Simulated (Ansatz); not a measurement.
CaIrO$_{3}$ (Cmcm): electronic heat capacity and spin susceptibility from the density of states

Theory: DFT PBEsol, scalar-relativistic, plane waves, PAW (Ansatz).

Cutoff 420 eV; k points 12×12×6 on the computed 10-atom cell (Γ-centred); Gaussian smearing, width 0.10 eV; no spin polarisation.

Relaxed cell: Cmcm, a = 3.173 Å, b = 9.670 Å, c = 7.247 Å, α = 90.00°, β = 90.00°, γ = 90.00°, 10 atoms in the primitive cell.

The density of states at the Fermi level is 10.573 states/eV in the cell of 10 atoms (2 formula units; both spins, tetrahedra on a 18×18×9 mesh). Averaged over bins of 0.1 eV the density runs from 4.4 to 8.5 states/eV within 0.2 eV of the Fermi level, so the figure hangs on the exact place of that level.

Q: What Sommerfeld coefficient and Pauli susceptibility does this give?

A: Per formula unit N(E_F) = 5.286 states/eV. γ = (π²/3) k_B² N(E_F) N_A = 2.357 mJ/(mol K²) per state/eV, so γ = 12.5 mJ/(mol K²), a mole of formula units. χ_P = μ_B² N(E_F) N_A = 3.23×10⁻⁵ emu/mol per state/eV gives 17.1×10⁻⁵ emu/mol. This is the bare band result: a measured γ of the same phase is as a rule larger by a factor 1 + λ from phonons and spin fluctuations, the spin part of χ is larger by the Stoner factor, and a measured χ also holds orbital and core terms. N(E_F) at one energy is sensitive to the mesh where the density of states has sharp peaks.

Spin-orbit coupling is left out, which matters for the bands of heavy elements.

A ferromagnetic start lost its moments in a first run, so spin was left out; other magnetic orders weren't tried.

Cost: 1 run of about 6.9 core-minutes, on Arm Neoverse V2 (shared hosts).